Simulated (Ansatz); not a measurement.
Here is an unrelaxed guess for BiSb₂O₂.

```
Sb Bi O
1.0
     4.74825    0.00000    0.00000
    -2.37413    4.11211    0.00000
     0.00000    0.00000    6.05650
Sb Bi O
2 1 2
Direct
  0.33333 0.66667 0.00000
  0.66667 0.33333 0.00000
  0.00000 0.00000 0.00000
  0.00000 0.00000 0.26180
  0.00000 0.00000 0.73820
```

All numbers below come from DFT PBE, scalar-relativistic, plane waves, PAW in Ansatz. Plane waves to 420 eV, a k mesh through Γ of 6×6×4 on the computed 5-atom cell and Gaussian smearing (0.10 eV); no spin polarisation.

Energies over the elements count from the elements' standard structures at the same level (O₂ as a molecule), with no fitted energy shifts.

Question: Estimate its pressure, forces and energy as it stands.

Answer: The pressure is 66.3 GPa (the mean over three directions, positive in compression), the largest force is 23.98 eV/Å, and the energy is +2.93 eV/atom against the elements. The shortest distance is 1.59 Å, so close that the PAW spheres overlap strongly and these values are rough.

Question: How much does it gain on relaxing, and where does it end?

Answer: Relaxing gains about 2.5 eV/atom (the start's value is from the coarse mesh, so the gain is rough) in 21 ionic steps and ends at +0.43 eV/atom on the finer mesh. The symmetry stays P6/mmm (No. 191). The volume per atom grows by 35.5 %, from 23.7 to 32.1 Å³. The shortest distance goes from 1.59 Å (Bi–O) to 1.33 Å (O–O). The end holds O–O pairs (shortest 1.33 Å, as in superoxide). The ratio c/a of the conventional cell changes by a factor of 0.82. Conventional cell: a = 5.620 Å, c = 5.859 Å. Sb is surrounded by 3 Bi at 3.24 Å, 3 Sb at 3.24 Å and 6 O at 3.96 Å; around Bi lie 2 O at 2.26 Å and 6 Sb at 3.24 Å; around O lie 1 O at 1.33 Å, 1 Bi at 2.26 Å, 1 Bi at 3.59 Å and 6 Sb at 3.96 Å.

The last run used a 12×12×6 mesh (in the run's order of axes) for its 5-atom cell and Gaussian smearing of 0.10 eV. Spin–orbit coupling, which can matter for Bi and Sb, is left out. An odd number of electrons in the primitive cell allows no gap without spin; a larger cell or a magnetic state could open one. The cell is a metal run without spin; a magnetic state may lie lower. The relaxation can't lower the symmetry of the start. Symmetry constrained the relaxation, so the result can be a saddle point. Another cell of BiSb2O2 relaxed alike, in I4/mmm, lies 1.00 eV/atom lower, so this cell isn't the stable form at this level.
